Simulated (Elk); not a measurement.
An Elk run on TiFe with settings drawn from a wide range, so not all are converged; totals and levels move with the basis, and no second program has checked them. The calculation used DFT, LDA (Perdew-Wang), all-electron APW+lo, Dirac cores, scalar-relativistic bands (Elk 11.2.3 with local patches). Elk's input is in atomic units.

Command: `OMP_NUM_THREADS=1 elk` The run took about 160 s on 1 thread of a shared machine.

```
tasks
  0
  110
  115
  15
  10
  21

xctype
  3

rgkmax
  6

gmaxvr
  16

lmaxapw
  10

lmaxo
  5

lmaxi
  4

nrmtscf
  2

nempty
  8

epspot
  1e-07

epsengy
  0.0001

maxscl
  60

swidth
  0.001

stype
  1

lradstp
  4

mixtype
  1

hmaxvr
  6

reducebf
  0.5

spinpol
  .true.

tforce
  .true.

lorbcnd
  .true.

spincore
  .true.

sppath
  './'

avec
  5.62382494689 0.00000000000 0.00000000000
  0.00000000000 5.62382494689 0.00000000000
  0.00000000000 0.00000000000 5.62382494689

atoms
  2
  'Ti.in'
  1
  0.500000000000 0.500000000000 0.500000000000   0.000 0.000 0.000
  'Fe.in'
  1
  0.000000000000 0.000000000000 0.000000000000   0.000 0.000 -0.200

ngridk
  6 6 6

wplot
  120 100 1
  -0.55 0.3

plot1d
  8 30
  0.0000000000 0.0000000000 0.0000000000
  0.0000000000 0.5000000000 0.0000000000
  0.5000000000 0.5000000000 0.0000000000
  0.0000000000 0.0000000000 0.0000000000
  0.5000000000 0.5000000000 0.5000000000
  0.0000000000 0.5000000000 0.0000000000
  0.5000000000 0.5000000000 0.5000000000
  0.5000000000 0.5000000000 0.0000000000
```

Muffin-tin radii in the species files: Ti 2.02, Fe 2.02 bohr.

The geometry is COD entry 1522778, unchecked; take it as a test cell.

Problem. What does the run give?

Solution. It did not converge (60 SCF iterations).
```
Warning(gndstate): failed to reach self-consistency after 60 loops
```
